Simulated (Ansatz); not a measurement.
PtSe₂ in space group Pnnm (No. 58; Pt on 2a, Se on 4g) at seven volumes, DFT-PBE in the program Ansatz with PAW potentials, shape and atoms relaxed at each. One row is withheld.

```
V (Å³/atom)  P (GPa)
-----------  -------
19.459         11.87
20.101          7.20
20.742             ?
21.384          0.00
22.025         -2.70
22.667         -4.89
23.308         -6.58
```

Q: Fit the shown pressures and predict the withheld one.

A: P = (3/2)B₀(x^(7/2) − x^(5/2))[1 + (3/4)(B′ − 4)(x − 1)] with x = (V₀/V)^(2/3). Least squares on the six rows gives V₀ = 21.382 Å³/atom, B₀ = 97.5 GPa, B′ = 5.51. At V = 20.742, x = 1.0205 and P = 3.22 GPa. The run itself gave 3.28 GPa.

The cell is a constructed one: a structure type filled with these elements; neither database checked (COD, Materials Project) lists it. COD files the formula under space group No. 164, so this cell is another polymorph or a model. Its standing as an ambient phase is unchecked. The PBE relaxation kept the symmetry of its start; its stability against distortions is not shown here. The run is not spin-polarised. Spin–orbit coupling is left out wherever it is not named.

Potentials: the later of the program's two PAW sets.
